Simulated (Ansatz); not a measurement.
Method: DFT PBE, scalar-relativistic, plane waves, PAW in Ansatz. All cells share a 420 eV cutoff and Γ-centred k meshes spaced at most about 0.3 Å⁻¹ (about 0.25 or finer for metals, 2π included). No spin polarisation in the final relaxations.

Temperature and zero-point effects are left out. All come from trial cells, and lower structures may exist.

**Question.** Order these relaxed structures of SnH5 by energy, lowest first, with the energy over the lowest of them.
1.

```
CELL_PARAMETERS angstrom
-2.35227 2.35227 2.41348
2.35227 -2.35227 2.41348
2.35227 2.35227 -2.41348
ATOMIC_POSITIONS crystal
Sn 0.50000 0.50000 0.00000
H 0.22007 0.22007 0.44014
H 0.77993 0.77993 0.55986
H 0.22007 0.77993 0.00000
H 0.77993 0.22007 0.00000
H 0.00000 0.00000 0.00000
```

2.

```
CELL_PARAMETERS angstrom
2.94049 0.00000 0.00000
-1.47025 2.54654 0.00000
0.00000 0.00000 8.85303
ATOMIC_POSITIONS crystal
Sn 0.00000 0.00000 0.50000
H 0.50000 0.00000 0.00000
H 0.00000 0.50000 0.00000
H 0.50000 0.50000 0.00000
H 0.00000 0.00000 0.29779
H 0.00000 0.00000 0.70221
```

3.

```
CELL_PARAMETERS angstrom
4.01790 0.00000 0.00000
-2.00895 3.47960 0.00000
0.00000 0.00000 4.12333
ATOMIC_POSITIONS crystal
Sn 0.00000 0.00000 0.50000
H 0.66667 0.33333 0.90621
H 0.00000 0.00000 0.00000
H 0.66667 0.33333 0.09379
H 0.33333 0.66667 0.09379
H 0.33333 0.66667 0.90621
```

4.

```
CELL_PARAMETERS angstrom
3.16995 0.00000 0.00000
0.00000 3.16995 0.00000
0.00000 0.00000 5.55043
ATOMIC_POSITIONS crystal
Sn 0.50000 0.50000 0.00000
H 0.50000 0.50000 0.43067
H 0.50000 0.50000 0.56933
H 0.00000 0.00000 0.32445
H 0.00000 0.00000 0.67555
H 0.00000 0.00000 0.50000
```

**Answer.** 3 (0 meV/atom), 4 (43 meV/atom), 1 (362 meV/atom), 2 (422 meV/atom). Forms: 3 P6/mmm; 4 P4/mmm; 1 I4/mmm; 2 P6/mmm. Counting H atoms around Sn (those within 1.25 times the shortest such distance or 1.15 times the sum of covalent radii; a plus sign parts nearer from farther groups): cell 3 has Sn 2; cell 4 has Sn 2+8; cell 1 has Sn 4; cell 2 has Sn 2. Cell 3 holds H–H pairs as short as in free H₂ molecules (shortest 0.77 Å); cell 4 holds H–H pairs as short as in free H₂ molecules (shortest 0.77 Å) (bonds between like non-metal atoms; other contacts aren't counted). Even the lowest lies +0.35 eV/atom against the elements.

No dispersion correction is applied, so the spacing and binding between layers, chains or molecules are poorly described (P6/mmm at 9.6 Å³/atom, P4/mmm, I4/mmm, P6/mmm at 11.0 Å³/atom), and this can change margins and order among such cells. With hydrogen, zero-point motion can shift such differences by 10 meV/atom or more. A magnetic state wasn't ruled out in cells without spin, among them P6/mmm at 9.6 Å³/atom, P4/mmm, I4/mmm, P6/mmm at 11.0 Å³/atom. Cells relaxed within their symmetry can be saddle points. Some candidate types were left out of the draw beforehand, so a known form may be missing.
